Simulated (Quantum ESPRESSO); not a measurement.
## Ti3TaO7N (one run as intended and one with a planted mistake)

Computed values, not a measurement. The program is pw.x of Quantum ESPRESSO 7.5 (plane-wave density functional theory). The cell is made up: 12 atoms on a fluorite lattice, with randomly drawn elements, strain and displacements, not relaxed. PseudoDojo standard norm-conserving files (v0.5 for PBE, v0.4.1 for LDA and PBEsol) set the functional; there is no spin polarisation, spin-orbit coupling or dispersion term, and the masses in the input are unused placeholders.

Intended input:

```
&control calculation='scf', pseudo_dir='./dojo.nc.sr.pbe.v0_5.standard.upf', outdir='./o', disk_io='low', tprnfor=.true., tstress=.true. /
&system ibrav=0, nat=12, ntyp=4, nbnd=54, ecutwfc=84.00895049, nosym=.true., tot_charge=0,
 occupations='smearing', smearing='fd', degauss=0.0018374661
/
&electrons conv_thr=7.350e-09, electron_maxstep=60, /
ATOMIC_SPECIES
N 1.0 N.upf
O 1.0 O.upf
Ta 1.0 Ta.upf
Ti 1.0 Ti.upf
CELL_PARAMETERS angstrom
4.8461 -0.0356 -0.0296
-0.0356 4.7327 0.0543
-0.0296 0.0543 4.8333
ATOMIC_POSITIONS angstrom
Ti 0.045 -0.0898 -0.0404
Ti 0.0123 2.4084 2.4622
Ti 2.3763 -0.0271 2.4584
Ta 2.4682 2.4074 0.0703
O 1.1808 1.1548 1.2573
O 1.133 1.2587 3.5861
O 1.1518 3.5507 1.2071
N 1.2211 3.541 3.6059
O 3.6616 1.1511 1.2574
O 3.6456 1.1984 3.6098
O 3.6639 3.5538 1.3104
O 3.6167 3.5406 3.6434
K_POINTS automatic
5 5 5 1 1 1
```

The log is shortened where brackets say so; the opening notice, blank lines, dates and the lines on written files are dropped, and the path of the files is cut. It prints rydbergs, bohrs and kilobars, and counts compression as positive stress. Where no state is partly filled, the Fermi energy that it prints is only some level between the filled and the empty states on the mesh, and need not lie in the true gap.

Log of the intended run:

```
     Program PWSCF v.7.5
     Parallel version (MPI & OpenMP), running on       4 processor cores
     Number of MPI processes:                 4
     Threads/MPI process:                     1
     [start-up lines left out]
     bravais-lattice index     =            0
     lattice parameter (alat)  =       9.1582  a.u.
     unit-cell volume          =     747.9041 (a.u.)^3
     number of atoms/cell      =           12
     number of atomic types    =            4
     number of electrons       =        96.00
     number of Kohn-Sham states=           54
     kinetic-energy cutoff     =      84.0090  Ry
     charge density cutoff     =     336.0358  Ry
     scf convergence threshold =      7.3E-09
     mixing beta               =       0.7000
     number of iterations used =            8  plain     mixing
     Exchange-correlation= PBE
                           (   1   4   3   4   0   0   0)
     [axes and pseudopotential details left out]
   Cartesian axes
     site n.     atom                  positions (alat units)
         1        Ti     tau(   1) = (   0.0092854  -0.0185295  -0.0083362  )
         2        Ti     tau(   2) = (   0.0025380   0.4969543   0.5080555  )
         3        Ti     tau(   3) = (   0.4903307  -0.0055919   0.5072714  )
         4        Ta     tau(   4) = (   0.5092935   0.4967479   0.0145058  )
         5        O      tau(   5) = (   0.2436487   0.2382838   0.2594339  )
         6        O      tau(   6) = (   0.2337856   0.2597228   0.7399633  )
         7        O      tau(   7) = (   0.2376648   0.7326588   0.2490755  )
         8        N      tau(   8) = (   0.2519643   0.7306573   0.7440489  )
         9        O      tau(   9) = (   0.7555422   0.2375204   0.2594545  )
        10        O      tau(  10) = (   0.7522407   0.2472804   0.7448536  )
        11        O      tau(  11) = (   0.7560168   0.7332985   0.2703907  )
        12        O      tau(  12) = (   0.7462774   0.7305748   0.7517867  )
     number of k points=    63  Fermi-Dirac smearing, width (Ry)=  0.0018
                       cart. coord. in units 2pi/alat
        k(    1) = (   0.1013632   0.1020188   0.0997440), wk =   0.0320000
        k(    2) = (   0.1025715   0.0997267   0.3003160), wk =   0.0320000
     [further k points left out]
     Dense  grid:    77787 G-vectors     FFT dimensions: (  54,  54,  54)
     Estimated max dynamical RAM per process >     260.82 MB
     Estimated total dynamical RAM >     986.31 MB
     Initial potential from superposition of free atoms
     starting charge      95.9943, renormalised to      96.0000
     Starting wfcs are   72 randomized atomic wfcs
     total cpu time spent up to now is        5.7 secs
     per-process dynamical memory:   203.4 Mb
     Self-consistent Calculation
     iteration #  1     ecut=    84.01 Ry     beta= 0.70
     Davidson diagonalization with overlap
     ethr =  1.00E-02,  avg # of iterations =  2.0
     total cpu time spent up to now is       15.2 secs
     total energy              =    -736.40069013 Ry
     estimated scf accuracy    <       6.04972035 Ry
     iteration #  2     ecut=    84.01 Ry     beta= 0.70
     Davidson diagonalization with overlap
     ethr =  6.30E-03,  avg # of iterations =  7.0
     total cpu time spent up to now is       34.8 secs
     total energy              =    -729.88185231 Ry
     estimated scf accuracy    <      63.73067061 Ry
     [iterations 3 to 21 left out]
     iteration # 22     ecut=    84.01 Ry     beta= 0.70
     Davidson diagonalization with overlap
     ethr =  9.57E-11,  avg # of iterations =  1.6
     total cpu time spent up to now is      343.1 secs
     total energy              =    -739.62635605 Ry
     estimated scf accuracy    <       0.00000005 Ry
     iteration # 23     ecut=    84.01 Ry     beta= 0.70
     Davidson diagonalization with overlap
     ethr =  5.49E-11,  avg # of iterations =  4.8
     total cpu time spent up to now is      356.2 secs
     End of self-consistent calculation
     [lines on levels left out]
     the Fermi energy is    14.1453 ev
!    total energy              =    -739.62635605 Ry
     estimated scf accuracy    <          3.9E-09 Ry
     smearing contrib. (-TS)   =      -0.00000000 Ry
     internal energy E=F+TS    =    -739.62635605 Ry
     The total energy is F=E-TS. E is the sum of the following terms:
     one-electron contribution =    -147.12491099 Ry
     hartree contribution      =     132.13797766 Ry
     xc contribution           =    -147.06232701 Ry
     ewald contribution        =    -577.57709572 Ry
     convergence has been achieved in  23 iterations
     Forces acting on atoms (cartesian axes, Ry/au):
     atom    1 type  4   force =     0.02273516    0.03620093   -0.03161770
     atom    2 type  4   force =     0.00917190   -0.02913217    0.01282893
     atom    3 type  4   force =    -0.02291123    0.03311930    0.01531433
     atom    4 type  3   force =    -0.02006338   -0.04473269   -0.01027122
     atom    5 type  2   force =     0.03190846    0.01390655   -0.03352032
     atom    6 type  2   force =     0.04831062   -0.05325927    0.05445333
     atom    7 type  2   force =     0.04642142   -0.01721826   -0.01463563
     atom    8 type  1   force =    -0.00742894    0.04608363    0.02933249
     atom    9 type  2   force =    -0.02372012    0.01969535   -0.04796885
     atom   10 type  2   force =    -0.04997794   -0.00963004    0.03416316
     atom   11 type  2   force =    -0.05397624   -0.00562289   -0.04646379
     atom   12 type  2   force =     0.01953029    0.01058955    0.03838527
     Total force =     0.196331     Total SCF correction =     0.000095
     Computing stress (Cartesian axis) and pressure
          total   stress  (Ry/bohr**3)                   (kbar)     P=      130.19
   0.00059056   0.00001215   0.00008662           86.88        1.79       12.74
   0.00001215   0.00140846  -0.00019721            1.79      207.19      -29.01
   0.00008662  -0.00019721   0.00065597           12.74      -29.01       96.50
     init_run     :      5.24s CPU      5.50s WALL (       1 calls)
     electrons    :    349.10s CPU    350.48s WALL (       1 calls)
     forces       :      2.55s CPU      2.62s WALL (       1 calls)
     stress       :      8.95s CPU      9.16s WALL (       1 calls)
     [timing details left out]
     PWSCF        :   6m 6.14s CPU   6m 8.12s WALL
     JOB DONE.
```

A second run has one planted mistake: the self-consistency threshold is too loose. The input lines that differ, file-writing options aside:

```
- &electrons conv_thr=7.350e-09, electron_maxstep=60, /
+ &electrons conv_thr=4.410e-02, electron_maxstep=60, /
```

Its log:

```
     Program PWSCF v.7.5
     Parallel version (MPI & OpenMP), running on       4 processor cores
     Number of MPI processes:                 4
     Threads/MPI process:                     1
     [start-up lines left out]
     bravais-lattice index     =            0
     lattice parameter (alat)  =       9.1582  a.u.
     unit-cell volume          =     747.9041 (a.u.)^3
     number of atoms/cell      =           12
     number of atomic types    =            4
     number of electrons       =        96.00
     number of Kohn-Sham states=           54
     kinetic-energy cutoff     =      84.0090  Ry
     charge density cutoff     =     336.0358  Ry
     scf convergence threshold =      4.4E-02
     mixing beta               =       0.7000
     number of iterations used =            8  plain     mixing
     Exchange-correlation= PBE
                           (   1   4   3   4   0   0   0)
     [axes and pseudopotential details left out]
   Cartesian axes
     site n.     atom                  positions (alat units)
         1        Ti     tau(   1) = (   0.0092854  -0.0185295  -0.0083362  )
         2        Ti     tau(   2) = (   0.0025380   0.4969543   0.5080555  )
         3        Ti     tau(   3) = (   0.4903307  -0.0055919   0.5072714  )
         4        Ta     tau(   4) = (   0.5092935   0.4967479   0.0145058  )
         5        O      tau(   5) = (   0.2436487   0.2382838   0.2594339  )
         6        O      tau(   6) = (   0.2337856   0.2597228   0.7399633  )
         7        O      tau(   7) = (   0.2376648   0.7326588   0.2490755  )
         8        N      tau(   8) = (   0.2519643   0.7306573   0.7440489  )
         9        O      tau(   9) = (   0.7555422   0.2375204   0.2594545  )
        10        O      tau(  10) = (   0.7522407   0.2472804   0.7448536  )
        11        O      tau(  11) = (   0.7560168   0.7332985   0.2703907  )
        12        O      tau(  12) = (   0.7462774   0.7305748   0.7517867  )
     number of k points=    63  Fermi-Dirac smearing, width (Ry)=  0.0018
                       cart. coord. in units 2pi/alat
        k(    1) = (   0.1013632   0.1020188   0.0997440), wk =   0.0320000
        k(    2) = (   0.1025715   0.0997267   0.3003160), wk =   0.0320000
     [further k points left out]
     Dense  grid:    77787 G-vectors     FFT dimensions: (  54,  54,  54)
     Estimated max dynamical RAM per process >     260.82 MB
     Estimated total dynamical RAM >     986.31 MB
     Initial potential from superposition of free atoms
     starting charge      95.9943, renormalised to      96.0000
     Starting wfcs are   72 randomized atomic wfcs
     total cpu time spent up to now is        6.2 secs
     per-process dynamical memory:   203.4 Mb
     Self-consistent Calculation
     iteration #  1     ecut=    84.01 Ry     beta= 0.70
     Davidson diagonalization with overlap
     ethr =  1.00E-02,  avg # of iterations =  2.0
     total cpu time spent up to now is       18.3 secs
     total energy              =    -736.40069013 Ry
     estimated scf accuracy    <       6.04972035 Ry
     iteration #  2     ecut=    84.01 Ry     beta= 0.70
     Davidson diagonalization with overlap
     ethr =  6.30E-03,  avg # of iterations =  7.0
     total cpu time spent up to now is       39.6 secs
     total energy              =    -729.88185231 Ry
     estimated scf accuracy    <      63.73067061 Ry
     [iterations 3 to 5 left out]
     iteration #  6     ecut=    84.01 Ry     beta= 0.70
     Davidson diagonalization with overlap
     ethr =  7.87E-04,  avg # of iterations =  2.6
     total cpu time spent up to now is       92.4 secs
     total energy              =    -739.50573507 Ry
     estimated scf accuracy    <       0.33850542 Ry
     iteration #  7     ecut=    84.01 Ry     beta= 0.70
     Davidson diagonalization with overlap
     ethr =  3.53E-04,  avg # of iterations =  6.1
     total cpu time spent up to now is      109.4 secs
     End of self-consistent calculation
     [lines on levels left out]
     the Fermi energy is    14.1778 ev
!    total energy              =    -739.60441806 Ry
     estimated scf accuracy    <       0.02978211 Ry
     smearing contrib. (-TS)   =      -0.00000000 Ry
     internal energy E=F+TS    =    -739.60441806 Ry
     The total energy is F=E-TS. E is the sum of the following terms:
     one-electron contribution =    -146.70544841 Ry
     hartree contribution      =     131.58359293 Ry
     xc contribution           =    -146.90546687 Ry
     ewald contribution        =    -577.57709572 Ry
     convergence has been achieved in   7 iterations
     Forces acting on atoms (cartesian axes, Ry/au):
     atom    1 type  4   force =     0.02614306    0.03404488   -0.03501513
     atom    2 type  4   force =     0.00568189   -0.03389615    0.00928875
     atom    3 type  4   force =    -0.02457200    0.03423860    0.01770366
     atom    4 type  3   force =    -0.02252513   -0.04647089   -0.01222051
     atom    5 type  2   force =     0.03511504    0.01207417   -0.04169376
     atom    6 type  2   force =     0.05267765   -0.05548609    0.06244031
     atom    7 type  2   force =     0.04867742   -0.01266262   -0.02099249
     atom    8 type  1   force =     0.00126385    0.05014805    0.04309897
     atom    9 type  2   force =    -0.02863966    0.01665815   -0.05489794
     atom   10 type  2   force =    -0.05442053   -0.01273574    0.04182840
     atom   11 type  2   force =    -0.05682601    0.00007803   -0.05393860
     atom   12 type  2   force =     0.01742441    0.01400961    0.04439834
     Total force =     0.216911     Total SCF correction =     0.515683
     SCF correction compared to forces is large: reduce conv_thr to get better values
     Computing stress (Cartesian axis) and pressure
          total   stress  (Ry/bohr**3)                   (kbar)     P=       64.57
   0.00016496   0.00003538   0.00012894           24.27        5.20       18.97
   0.00003538   0.00092273  -0.00019067            5.20      135.74      -28.05
   0.00012894  -0.00019067   0.00022916           18.97      -28.05       33.71
     init_run     :      5.75s CPU      6.05s WALL (       1 calls)
     electrons    :    102.65s CPU    103.29s WALL (       1 calls)
     forces       :      2.66s CPU      2.68s WALL (       1 calls)
     stress       :      8.92s CPU      8.93s WALL (       1 calls)
     [timing details left out]
     PWSCF        :   2m 0.18s CPU   2m 1.21s WALL
     JOB DONE.
```

```
                                            intended run  run with the mistake
                          free energy (eV)    -10063.129            -10062.831
                    smearing term -TS (eV)        0.0000                0.0000
                            pressure (GPa)         13.02                  6.46
            largest force component (eV/Å)         1.400                 1.605
largest change of a force component (eV/Å)                               0.354
                                iterations            23                     7
```

For scale, a rerun of the intended cell at a cutoff of 1437 eV and k mesh 7 x 7 x 7 moved values by no more than 0.002 eV in energy, 0.06 GPa in stress and 0.004 eV/Å in force.